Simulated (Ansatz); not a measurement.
Mo (bcc, W type)

```xyz
2
Lattice="-3.1506 3.1506 3.1506 1.5753 -1.5753 1.5753 1.5753 1.5753 -1.5753" Properties=species:S:1:pos:R:3 pbc="T T T"
Mo     0.0000     0.0000     0.0000
Mo    -1.5753     1.5753     1.5753
```

Scan: atom 2 (Mo, nearest neighbour Mo at 2.729 Å; its periodic images, 2.7 Å or more away, move with it) is displaced along Cartesian [110], direction (0.707, 0.707, 0.000) in Cartesian axes, by s. The other atoms stay.

These are r2SCAN (plane waves to 500 eV, PAW, scalar-relativistic; Ansatz, a program for electronic structure) values and carry that method's errors. k mesh 17×17×17 (Γ-centred), Fermi-Dirac smearing 0.05 eV. Left out: 2 of 11 points, with atoms too close for the PAW data. With partly filled bands, energies and forces of such displacements shift with the k mesh and the smearing. F∥ is the force on the atom along that direction. On this mesh the relaxed cell isn't quite at rest: it carries a pressure of 0.1 GPa (compression positive) at the zero of the scan. Mo is run without spin polarisation. Mo was relaxed with its symmetry unable to fall. 

```csv
s (Å),F∥ (eV/Å)
-0.440,3.224
-0.330,2.397
-0.220,1.562
-0.110,0.764
0.000,0.000
0.110,-0.764
0.220,-1.562
0.330,-2.397
0.440,-3.224
```

What is the force constant k = d²E/ds² of this move at s = 0?

6.89 eV/Å². The forces along the line at the two nearest points give (0.764 − (-0.764)) / (2·0.110) = 6.95 eV/Å²; the next pair corrects for the finite step.

(For displaced atoms, the force is minus the slope of the energy, and its curvature is a force constant, which sets phonon frequencies.)
